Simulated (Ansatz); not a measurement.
Al2O3 (corundum)

```
CELL_PARAMETERS angstrom
      2.40399     1.38794     4.37387
     -2.40399     1.38794     4.37387
      0.00000    -2.77589     4.37387
ATOMIC_POSITIONS crystal
  Al 0.35213 0.35213 0.35213
  Al 0.14787 0.14787 0.14787
  Al 0.64787 0.64787 0.64787
  Al 0.85213 0.85213 0.85213
  O  0.55616 0.94384 0.25000
  O  0.25000 0.55616 0.94384
  O  0.94384 0.25000 0.55616
  O  0.44384 0.05616 0.75000
  O  0.75000 0.44384 0.05616
  O  0.05616 0.75000 0.44384
```

This relaxed cell (volume V₀) is scaled evenly in all directions, its shape held. The atoms relax within the cell's symmetry.

These are PBE (plane waves to 420 eV, PAW, scalar-relativistic; Ansatz, a quantum-chemistry and plane-wave program) values and carry that method's errors. k mesh 8×8×8 (Γ-centred), Fermi-Dirac smearing 0.05 eV. E stands for the smeared free energy. Stress and pressure are positive under compression. Al2O3 was relaxed with its symmetry unable to fall. The PAW data are Ansatz's earlier set. The zero of ΔE is the relaxed starting cell.

| V/V₀ | P (GPa) | ΔE (meV/atom) |
|---|---|---|
| 0.900 | 30.0 | 75.1 |
| 0.920 | 22.7 | (withheld) |
| 0.940 | (withheld) | 25.2 |
| 0.960 | 10.2 | 10.8 |
| 0.980 | 4.9 | (withheld) |
| 1.000 | 0.0 | 0.0 |
| 1.020 | -4.4 | (withheld) |
| 1.040 | -8.3 | 9.4 |
| 1.060 | -11.9 | 20.5 |
| 1.080 | -15.2 | 35.4 |
| 1.100 | -18.1 | 53.6 |

**Question.** What belongs in the gaps?

**Answer.** 
- 0.920, ΔE (meV/atom): 46.3
- 0.940, P (GPa): 16.1
- 0.980, ΔE (meV/atom): 2.6
- 1.020, ΔE (meV/atom): 2.4

(A scan under strain: stresses follow from slopes of the energy per volume, elastic moduli from its curvatures.)
